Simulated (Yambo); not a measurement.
K₂LiRhF₆ (space group Fm-3m, No. 225), G0W0@LDA in Yambo; all else as in the reference (2×2×2 Γ-centred k mesh, bands 6 to 200 and a 7 Ry block in the screening, 200 bands in G with the Bruneval-Gonze terminator, plasmon pole fitted at 27.2 eV). One parameter is varied: the cutoff of the exchange sum, over 5, 10, 20, 40, 88 Ry.

**Question.** From which value on does the gap X → X stay within 0.05 eV of the largest setting?

**Answer.** From 20 Ry on.
```csv
cutoff of the exchange sum (Ry),G0W0 gap (eV),valence shift (eV)
5,5.60,4.06
10,5.51,1.14
20,5.41,-0.64
40,5.37,-1.33
88,5.37,-1.44
```
The last step of the sweep still moves the gap by 2 meV; the other settings are held fixed.

Spin-orbit coupling is not included.

Geometry of the Materials Project entry, not relaxed at this level; primitive cell a = b = c = 5.6652 Å, α = β = γ = 60.00°.

The structure is a Materials Project entry; no match was found in the copy of COD used, and its stability was not checked.

A shift is the quasiparticle energy of the state minus its LDA energy.
